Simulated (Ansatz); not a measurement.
Here is an unrelaxed guess for AsSe2.

```
As Se
1.0
     3.47602    0.00000    0.00000
    -1.73801    3.01032    0.00000
     0.00000    0.00000   14.49068
As Se
2 4
Direct
  0.33333 0.66667 0.25000
  0.66667 0.33333 0.75000
  0.33333 0.66667 0.87082
  0.66667 0.33333 0.12918
  0.66667 0.33333 0.37082
  0.33333 0.66667 0.62918
```

These are results of DFT PBE, scalar-relativistic, plane waves, PAW in Ansatz, not measurements. Plane waves to 420 eV, a k mesh through Γ of 6×6×2 on the computed 6-atom cell and Gaussian smearing (0.10 eV); no spin polarisation.

The zero of energy is the elements' standard structures at the same level; no fitted shifts are applied.

Task: What does a single point on this coarse mesh give?

Result: The pressure is 1.3 GPa (the mean over three directions, positive in compression), the largest force is 0.31 eV/Å, and the energy is +0.19 eV/atom against the elements. The shortest distance is 2.66 Å.

Task: Is it a good guess?

Result: A good one: relaxing gains under 0.1 eV/atom (the start's value is from the coarse mesh, so the gain is rough) in 5 ionic steps and ends at +0.20 eV/atom on the finer mesh. The symmetry stays P6_3/mmc (No. 194). The end has the 2H molybdenite type. The volume per atom shrinks by 0.5 %, from 25.3 to 25.1 Å³. The shortest distance goes from 2.66 Å (As–Se) to 2.69 Å (As–Se). Conventional cell: a = 3.478 Å, c = 14.402 Å. As has 6 Se at 2.69 Å; Se is surrounded by 3 As at 2.69 Å.

The last run used a 12×12×4 mesh (in the run's order of axes) for its 6-atom cell and Gaussian smearing of 0.10 eV. No dispersion correction is applied, so the spacing and binding between layers, chains or molecules are poorly described. The reference forms of As and Se are held partly by dispersion forces, which this level lacks. The relaxation can't lower the symmetry of the start, and the grade says only how near the guess is to its own end. A structure relaxed within its symmetry needn't be a true minimum. Another cell of AsSe2 relaxed alike, in P-3m1, lies 200 meV/atom lower, so this cell isn't the stable form at this level.
